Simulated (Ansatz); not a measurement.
ZrPt:
```
ZrPt
1.0
    1.72081    -5.19674     0.00000
    1.72081     5.19674     0.00000
    0.00000     0.00000     4.28122
Zr Pt
2 2
Cartesian
  1.72081  -3.72914   3.21092
  1.72081   3.72914   1.07031
  1.72081  -0.95898   3.21092
  1.72081   0.95898   1.07031
```

Relaxed with r²SCAN. Special points in fractions of this cell's reciprocal vectors: Γ (0.000, 0.000, 0.000); Y (-0.500, 0.500, 0.000); C0 (-0.277, 0.723, 0.000); Σ0 (0.277, 0.277, 0.000); Z (0.000, 0.000, 0.500); A0 (0.277, 0.277, 0.500); E0 (-0.277, 0.723, 0.500); T (-0.500, 0.500, 0.500); S (0.000, 0.500, 0.000); R (0.000, 0.500, 0.500).

List the band energies nearest the Fermi level at these points for DFT-r²SCAN in the program Ansatz with PAW potentials.

In eV from the Fermi level; about four levels below and three above (degenerate sets whole), none deeper than 8.9 eV; points with the same levels are listed once.

| k | below | above |
|---|---|---|
| Γ | -2.98 -2.97 -2.35 -0.62 | 1.23 1.24 1.79 |
| Y | -3.25 -3.00 -2.90 -0.85 | 0.51 1.04 1.85 |
| C0 | -1.64 -1.44 -1.40 -0.26 | 0.25 1.74 2.44 |
| Z | -2.94 -2.94 -0.91 -0.91 | 0.79 0.79 1.03 1.03 |
| A0 | -2.24 -2.24 -0.59 -0.59 | 0.57 0.57 1.35 1.35 |
| T | -3.09 -3.09 -1.82 -1.82 | 0.99 0.99 1.57 1.57 |
| S | -2.01 -1.33 -1.07 -0.53 | 0.12 1.47 2.30 |
| R | -2.08 -2.08 -0.53 -0.53 | 0.31 0.31 1.21 1.21 |

Space group Cmcm. The workflow started from a Materials Project entry (that database holds measured and hypothetical structures alike); the Crystallography Open Database copy checked does not list it. COD files the formula under space group No. 221, so this cell is another polymorph or a model. Whether it is the stable phase at ambient conditions was not checked. The r²SCAN relaxation kept the symmetry of its start; its stability against distortions is not shown here. The run is not spin-polarised. Scalar-relativistic: spin–orbit coupling is off unless named, which matters more the heavier the elements.

Potentials: the later of the program's two PAW sets.
